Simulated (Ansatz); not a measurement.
BAs in space group P6_422 (No. 181; B on 3c, As on 3d) at seven volumes, PBEsol (plane waves, PAW; program Ansatz), shape and atoms relaxed at each. One row is withheld.

```
V (Å³/atom)  P (GPa)
-----------  -------
11.433             ?
11.810         10.39
12.187          4.79
12.564          0.00
12.941         -4.09
13.318         -7.58
13.695        -10.55
```

**Question.** Fit the shown pressures and predict the withheld one.

**Answer.** P = (3/2)B₀(x^(7/2) − x^(5/2))[1 + (3/4)(B′ − 4)(x − 1)] with x = (V₀/V)^(2/3). Least squares on the six rows gives V₀ = 12.564 Å³/atom, B₀ = 147 GPa, B′ = 4.27. At V = 11.433, x = 1.0649 and P = 16.97 GPa. The run itself gave 16.94 GPa.

The start of the workflow was typed in or built on a structure type; neither database checked (COD, Materials Project) lists it. It is not the phase usual at ambient conditions (space group No. 216). The PBEsol relaxation kept the symmetry of its start; of distortions, only those at the zone centre were tested. Its formation energy is positive at this level, so the cell may be metastable or incomplete.

Potentials: the later of the program's two PAW sets.
